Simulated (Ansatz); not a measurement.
Phases of In at 320 GPa

Structure types of In are relaxed in primitive cells with their symmetry kept at 320 GPa, first on PAW files, then by LAPW. The enthalpy is E + pV at zero temperature, without zero-point motion. Only the types listed were tried, and differences under about 5 meV/atom are mesh noise. Not among the end structures: fcc, which may lie lower.

Level of theory: DFT with PBEsol, scalar-relativistic, in Ansatz 0.2.0; Fermi–Dirac smearing of 0.05 eV, no spin polarisation. LAPW: all electrons, basis error target 0.5 meV/atom; PAW: frozen-core files, cutoff 420 eV.

k meshes: bcc 19×19×19, hcp 18×18×10, simple hexagonal 18×18×17, diamond 14×14×14, omega 9×9×13.

The PAW files were made under PBE.

Q: Order the types by LAPW enthalpy, lowest first.
A. hcp
B. omega
C. diamond
D. bcc
E. simple hexagonal

A: A (0 meV/atom), D (117 meV/atom), B (221 meV/atom), E (656 meV/atom), C (6885 meV/atom).

```csv
start type,ends as,"a, b, c (Å)",V (Å³/atom),"H − H(lowest), LAPW (meV/atom)","same, PAW"
bcc,"bcc, Im-3m","2.808, 2.808, 2.808",11.07,117.1,116.1
hcp,"hcp, P6_3/mmc","2.490, 2.490, 4.112",11.04,0.0,0.0
simple hexagonal,"simple hexagonal, P6/mmm","2.386, 2.386, 2.287",11.28,655.7,649.8
diamond,"diamond, Fd-3m","4.725, 4.725, 4.725",13.19,6884.8,6853.4
omega,"omega, P6/mmm","4.008, 4.008, 2.395",11.11,221.4,220.2
```

Q: Split the lead of hcp over bcc into energy and pV.

A: For bcc less hcp: ΔE = +59.6 meV/atom, and p·ΔV = 320 GPa × +0.0288 Å³ × 6.242 meV/(GPa·Å³) = +57.6 meV/atom, together 117.2 meV/atom. hcp wins on both counts.
